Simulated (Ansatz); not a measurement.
PbAu2:
```xyz
6
Lattice="0.0000 4.0216 4.0216 4.0216 0.0000 4.0216 4.0216 4.0216 0.0000" Properties=species:S:1:pos:R:3 pbc="T T T"
Pb     4.0216     4.0216     4.0216
Pb     6.0323     6.0323     6.0323
Au     1.0054     1.0054     1.0054
Au     1.0054     3.0162     3.0162
Au     3.0162     3.0162     1.0054
Au     3.0162     1.0054     3.0162
```

Relaxed with r²SCAN.

### Question
Give the Bader charges and basin volumes of the independent atoms, r²SCAN in the plane-wave PAW code Ansatz.

### Answer


| atom | Bader charge (e) | Bader volume (Å³) |
|---|---|---|
| Pb1 | +0.58 | 23.6 |
| Au3 | -0.29 | 20.7 |

Space group Fd-3m (cubic Laves (MgCu2 type)). The workflow started from an entry of the Crystallography Open Database (COD). Whether it is the stable phase at ambient conditions was not checked. The r²SCAN relaxation kept the symmetry of its start; whether a distortion lowers the energy is not shown. Spin–orbit coupling is left out wherever it is not named.

Potentials: the later of the program's two PAW sets.
